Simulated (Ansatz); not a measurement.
Consider the following.

HfN (CsCl type, Pm-3m), a = b = c = 2.7910 Å, α = β = γ = 90.00°.

This is the PBEsol-relaxed structure.

Task: All from DFT-PBEsol in the program Ansatz with PAW potentials, unless another level is named. Estimate the Hill bulk and shear moduli.

Result: 257 and 84.3 GPa.

Task: Next, the elastic constants (relaxed ions, GPa)?

Result: C11 = 597, C12 = 86.7, C44 = 31.1.

Task: Next, the highest zone-centre frequency?

Result: 265 cm^-1.

A made-up cell: these elements were put on the sites of a structure type; neither database checked (COD, Materials Project) lists it. It is not the phase usual at ambient conditions (space group No. 225). The cell was relaxed with PBEsol under the symmetry of its start; of distortions, only those at the zone centre were tested. No spin polarisation was allowed. With an odd number of electrons in the cell and no spin polarisation, the count alone makes it a metal. As this level gives no gap, shear constants depend on the k-mesh and smearing (Fermi–Dirac, 0.1 eV here). As this level gives no gap, phonon frequencies hold no LO–TO term and depend on the k-mesh and smearing (Fermi–Dirac, 0.1 eV here). Scalar-relativistic: spin–orbit coupling is off unless named, which matters more the heavier the elements.

Potentials: the later of the program's two PAW sets.
